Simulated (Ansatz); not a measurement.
MgS (rock salt, Fm-3m) at seven volumes, HSE06 in the plane-wave PAW code Ansatz, scaled uniformly. One row is withheld.

| V (Å³/atom) | P (GPa) |
|---|---|
| 15.940 | ? |
| 16.465 | 5.61 |
| 16.991 | 2.59 |
| 17.516 | 0.00 |
| 18.042 | -2.23 |
| 18.567 | -4.14 |
| 19.093 | -5.79 |

**Question.** Fit the shown pressures and predict the withheld one.

**Answer.** Third-order Birch–Murnaghan: P = (3/2)B₀(x^(7/2) − x^(5/2))[1 + (3/4)(B′ − 4)(x − 1)] with x = (V₀/V)^(2/3). Least squares on the six rows gives V₀ = 17.516 Å³/atom, B₀ = 79.97 GPa, B′ = 4.05. At V = 15.940, x = 1.0649 and P = 9.13 GPa. The run itself gave 9.13 GPa.

Symmetry was held in the HSE06 relaxation.

Potentials: the earlier of the program's two PAW sets. The files were generated under PBE; for other functionals the program regenerates the frozen cores, and for LDA and PBEsol the local potential too.
